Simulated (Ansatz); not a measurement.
SiO2:
```cif
data_O6Si3
_chemical_formula_sum 'O6 Si3'
_space_group_name_H-M_alt 'P3121'
_space_group_IT_number 152
_space_group_name_Hall 'P 31 2"'
_cell_length_a 4.94947
_cell_length_b 4.94947
_cell_length_c 5.44174
_cell_angle_alpha 90.000
_cell_angle_beta 90.000
_cell_angle_gamma 120.000
loop_
_atom_site_label
_atom_site_type_symbol
_atom_site_symmetry_multiplicity
_atom_site_Wyckoff_symbol
_atom_site_fract_x
_atom_site_fract_y
_atom_site_fract_z
_atom_site_occupancy
O1 O 6 c 0.41257 0.26669 0.21428 1
Si1 Si 3 a 0.52952 0.52952 0.00000 1
```

Relaxed with PBEsol. PBEsol (plane waves, PAW; program Ansatz) gives a gap of 5.72 eV.

**Question.** What gap does HSE06 give on the same cell (Ansatz, PAW)?

**Answer.** 7.67 eV, 1.95 eV more. The hybrid was solved on a coarser mesh and at special points; the gap given is the minimum over both.

```tsv
k	v1 PBEsol	c1 PBEsol	v1 HSE06	c1 HSE06
Γ	-0.31	5.72	-0.32	7.67
A	-0.09	7.67	[?]	[?]
K	0.00	8.61	0.00	10.71
H	-0.57	8.61	[?]	[?]
M	-0.04	7.95	[?]	[?]
L	-0.19	8.54	[?]	[?]
```

**Question.** Top valence (v1) and lowest conduction level (c1) in eV from each method's valence maximum (which need not be a listed point): supply the withheld HSE06 values.

**Answer.** 
- H, v1 HSE06: -0.60
- H, c1 HSE06: 10.87
- A, v1 HSE06: -0.10
- A, c1 HSE06: 9.69
- L, v1 HSE06: -0.20
- L, c1 HSE06: 10.77
- M, v1 HSE06: -0.04
- M, c1 HSE06: 10.04

Cost on shared cores: the PBEsol run (SCF on a 7×7×5 mesh, then bands and DOS) very roughly 2.1 core-minutes, the HSE06 run (SCF on 4×4×3, then a few points) around 3 core-minutes (rough); the tasks are unlike.

Space group P3_121. The PBEsol relaxation kept the symmetry of its start.

Potentials: the later of the program's two PAW sets.
